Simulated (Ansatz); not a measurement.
Input and command of a plane-wave DFT calculation in Ansatz:

```yaml
crystal:
  lattice:
    - [3.44655, 0.0, 0.0]
    - [0.0, 3.44655, 0.0]
    - [0.0, 0.0, 3.33]
  atoms:
    - { symbol: Cd, position: [0.5, 0.5, 0.5] }
    - { symbol: Ag, position: [0.0, 0.0, 0.0] }
basis:
  ecutwfc: 500
kpoints:
  mp_grid: { grid: [14, 14, 14] }
hamiltonian:
  xc: r2scan
scf:
  occupations: { method: gaussian, width: 0.15 }
output:
  forces: true
  stress: true
  eigenvalues: true
```

```bash
ansatz run input.yaml --threads 1 --pin off --max-ram 2560MiB --backend cpu --events-out ev --progress --plain --runs-dir out
```

Processor: Arm Neoverse V1, 1 thread, on a host shared with other jobs.

Task: How long does it run, and how much memory does it take?

Result: About 32 s on 1 thread of Arm Neoverse V1, with other jobs on the host, peak memory 0.59 GiB. It solves 24 bands at 288 k points (the mesh reduced by symmetry) with about 989 plane waves, in 7 SCF iterations.
